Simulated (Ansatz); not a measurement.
Cu Kα1 powder pattern (kinematic, no thermal factors).
2θ (°) (relative intensity): 19.20 (1), 19.73 (2), 21.25 (2), 23.59 (100), 27.28 (14), 27.35 (7), 38.96 (21), 39.01 (42), 46.05 (33), 46.15 (16), 48.26 (6), 56.28 (7), 56.44 (3), 61.86 (7), 61.94 (13), 63.64 (3), 63.68 (3), 63.80 (2), 70.60 (14), 70.71 (7), 75.57 (7), 75.64 (4), 75.78 (4), 83.66 (2), 83.80 (4), 88.46 (5), 88.53 (5), 88.67 (5)

The pattern is computed from a structure relaxed with DFT PBE, scalar-relativistic, plane waves, PAW (Ansatz). No spin polarisation. Its elements are Cd, Mg, Te.

Q: Give the structure.

A: Mg5CdTe6.
Space group P-4m2 (No. 115). a = 4.620 Å, b = 4.620 Å, c = 19.547 Å, α = 90.00°, β = 90.00°, γ = 90.00°
| atom | site | symmetry | x | y | z |
| --- | --- | --- | --- | --- | --- |
| Mg | 2e | 2mm. | 0.0000 | 0.0000 | 0.8314 |
| Mg | 2f | 2mm. | 0.5000 | 0.5000 | 0.6657 |
| Mg | 1d | -4m2 | 0.0000 | 0.0000 | 0.5000 |
| Cd | 1b | -4m2 | 0.5000 | 0.5000 | 0.0000 |
| Te | 2g | 2mm. | 0.5000 | 0.0000 | 0.5828 |
| Te | 2g | 2mm. | 0.5000 | 0.0000 | 0.2514 |
| Te | 2g | 2mm. | 0.0000 | 0.5000 | 0.0863 |

A pattern alone doesn't exclude other cells with like lines; this is the one computed.

It was reached by relaxing an invented guess, and it needn't be the stable form of this composition.
